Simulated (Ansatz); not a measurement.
Input and command of a plane-wave DFT calculation in Ansatz:

```yaml
crystal:
  lattice:
    - [2.9542037435, 0.0, 0.0]
    - [0.0, 2.9542037435, 0.0]
    - [0.0, 0.0, 3.5997]
  atoms:
    - { symbol: Hg, position: [0.0, 0.0, 0.0] }
    - { symbol: Pd, position: [0.5, 0.5, 0.5] }
basis:
  ecutwfc: 500
kpoints:
  mp_grid: { grid: [16, 16, 14] }
hamiltonian:
  xc: r2scan
scf:
  occupations: { method: gaussian, width: 0.15 }
output:
  forces: true
  stress: true
  eigenvalues: true
```

```bash
ansatz run input.yaml --threads 1 --pin off --max-ram 2560MiB --backend cpu --events-out ev --progress --plain --runs-dir out
```

Processor: Arm Neoverse V1, 1 thread, on a host shared with other jobs.

Q: Estimate time, memory and problem size.

A: About 30 s on 1 thread of Arm Neoverse V1, on a shared host, peak memory 0.57 GiB. It solves 23 bands at 360 k points (the mesh reduced by symmetry) with about 813 plane waves, in 7 SCF iterations.
